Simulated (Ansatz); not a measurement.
Input and command of a calculation in Ansatz (plane waves; scalar-relativistic PAW potentials unless the input names others):

```yaml
crystal:
  lattice:
    - [-2.0750895305, 2.0750895305, 7.5141436469]
    - [2.0750895305, -2.0750895305, 7.5141436469]
    - [2.0750895305, 2.0750895305, -7.5141436469]
  atoms:
    - { symbol: "Y", position: [0.0, 0.0, 0.0] }
    - { symbol: Al, position: [0.7465889983, 0.7465889983, 0.0] }
    - { symbol: Al, position: [0.2534110017, 0.2534110017, 0.0] }
    - { symbol: Pd, position: [0.5, 0.5, 0.0] }
    - { symbol: Pd, position: [0.8544513711, 0.3544513711, 0.5] }
    - { symbol: Pd, position: [0.3544513711, 0.8544513711, 0.5] }
    - { symbol: Pd, position: [0.1455486289, 0.6455486289, 0.5] }
    - { symbol: Pd, position: [0.6455486289, 0.1455486289, 0.5] }
basis:
  ecutwfc: 500
kpoints:
  mp_grid: { grid: [12, 12, 12] }
hamiltonian:
  xc: r2scan
scf:
  occupations: { method: gaussian, width: 0.1 }
  max_iter: 100
output:
  forces: true
  eigenvalues: true
  stress: true
total_charge: 4
```

```bash
ansatz run input.yaml --threads 2 --pin off --max-ram 5120MiB --backend cpu --events-out ev --progress --plain --runs-dir out
```

Abridged log:
```
Basis set: ecut = 500 eV, 3291 PW (Γ), FFT grids on a1+a3, a2+a3, a3, exchange–correlation on 128×128×240 points (64 copies of the dense FFT grid, shifted against one another)
Bands: 62, of which v1, the nominal top of the filled ones, is band 52 counted from 1 (51 counted from 0)
Symmetry: 16 space group operations
k-points: 163 of 1728
SCF iter   1: F=—  HF=-39960.360261 eV  |F-HF|=—  |Δ(HF+E_count)|=         —  Δρ=2.44e-1  dr2=9.11e1  dr2_τ=2.15e0  ethr=1.77e-3  ⟨swp⟩=4.9  Hψ=35892  notcnv=0  defer=184
SCF iter   2: F=—  HF=-39936.640936 eV  |F-HF|=—  |Δ(HF+E_count)|=    2.37e1  Δρ=3.55e-2  dr2=3.35e0  dr2_τ=1.59e0  ethr=1.77e-3  ⟨swp⟩=3.2  Hψ=26565  notcnv=0  defer=523
SCF iter   3: F=—  HF=-39937.947530 eV  |F-HF|=—  |Δ(HF+E_count)|=    1.31e0  Δρ=1.91e-2  dr2=6.96e-1  dr2_τ=2.78e-2  ethr=1.77e-3  ⟨swp⟩=2.7  Hψ=17728  notcnv=0  defer=514
SCF iter   4: F=—  HF=-39938.249481 eV  |F-HF|=—  |Δ(HF+E_count)|=   3.02e-1  Δρ=5.55e-3  dr2=7.50e-2  dr2_τ=2.12e-3  ethr=6.76e-4  ⟨swp⟩=2.1  Hψ=18345  notcnv=0  defer=512
SCF iter   5: F=—  HF=-39938.249512 eV  |F-HF|=—  |Δ(HF+E_count)|=   3.16e-5  Δρ=4.64e-3  dr2=3.71e-2  dr2_τ=2.97e-3  ethr=7.28e-5  ⟨swp⟩=2.1  Hψ=14613  notcnv=0  defer=512
SCF iter   6: F=—  HF=-39938.246400 eV  |F-HF|=—  |Δ(HF+E_count)|=   3.11e-3  Δρ=2.21e-3  dr2=9.44e-3  dr2_τ=6.02e-4  ethr=3.60e-5  ⟨swp⟩=2.0  Hψ=15182  notcnv=0  defer=512
SCF iter   7: F=—  HF=-39938.245999 eV  |F-HF|=—  |Δ(HF+E_count)|=   4.01e-4  Δρ=5.15e-4  dr2=4.02e-4  dr2_τ=2.42e-5  ethr=9.16e-6  ⟨swp⟩=2.0  Hψ=11748  notcnv=0  defer=508
SCF iter   8: F=—  HF=-39938.246065 eV  |F-HF|=—  |Δ(HF+E_count)|=   6.62e-5  Δρ=1.64e-4  dr2=5.66e-5  dr2_τ=1.32e-6  ethr=3.91e-7  ⟨swp⟩=2.0  Hψ=13688  notcnv=0  defer=508
SCF iter   9: F=—  HF=-39938.246069 eV  |F-HF|=—  |Δ(HF+E_count)|=   3.78e-6  Δρ=3.40e-5  dr2=3.40e-6  dr2_τ=4.36e-8  ethr=5.50e-8  ⟨swp⟩=2.0  Hψ=13789  notcnv=0  defer=508
SCF iter  10: F=—  HF=-39938.246071 eV  |F-HF|=—  |Δ(HF+E_count)|=   1.24e-6  Δρ=1.59e-5  dr2=4.11e-7  dr2_τ=1.31e-8  ethr=3.31e-9  ⟨swp⟩=2.0  Hψ=13999  notcnv=0  defer=508
SCF iter  11: F=-39938.246071 eV  HF=-39938.246071 eV  |F-HF|=9.79e-9  |Δ(HF+E_count)|=   8.14e-8  Δρ=3.92e-6  dr2=2.78e-8  dr2_τ=1.28e-9  ethr=9.71e-11  ⟨swp⟩=10.8  Hψ=41460  notcnv=0
SCF 1 converged in 11 iterations: F = -39938.246071 eV  dr2 = 2.78e-8
SCF converged after 11 iterations
Free energy (F): -39938.246071 eV
Harris-Foulkes:  -39938.246071 eV  (|F-HF|=9.79e-9)
Internal energy: -39938.230987 eV  (E = F + TS)
E sigma→0 (E₀):  -39938.238529 eV
Entropy (-TS):   -0.015084 eV (-1.885 meV/atom)
Fermi energy:    14.689880 eV
--- Forces (eV/Å), atoms counted from 1 ---
  atom   1  Y      0.00000000     0.00000000     0.00000000
  atom   2  Al     0.00000000     0.00000000     0.24980201
  atom   3  Al     0.00000000     0.00000000    -0.24980201
  atom   4  Pd     0.00000000     0.00000000     0.00000000
  atom   5  Pd     0.00000000     0.00000000    -0.20510688
  atom   6  Pd     0.00000000     0.00000000    -0.20510688
  atom   7  Pd     0.00000000     0.00000000     0.20510688
  atom   8  Pd     0.00000000     0.00000000     0.20510688
--- Stress (GPa, compression-positive) ---
        7.244527       0.000000       0.000000
        0.000000       7.244527       0.000000
        0.000000       0.000000       3.280733
  P = ⅓ Tr σ = 5.9233 GPa (59.233 kbar)
```

Task: Find the fault.

Result: The fault is a net charge on a solid that should be neutral, 4 electrons a cell too few, offset by a uniform background, so that energy and pressure hang on that convention (total_charge: not typed → 4, the first being the value of the sound run). Setting it back cures it. The run converged all the same, with a total energy on another zero, pressure 5.92 GPa (with the neutralising background of the charged cell), largest force 0.250 eV/Å, no gap on the mesh, so convergence alone doesn't show that an input is right. A reference run on usual settings, whose relaxation ended at this geometry, converged, and the end of its own relaxation has pressure -4.05 GPa, largest force 0.009 eV/Å, no gap on the mesh (its cell was held, or driven to that pressure on purpose).

The run took 2 min on 2 threads of Arm Neoverse V1, on a shared host, peak memory 1.4 GiB.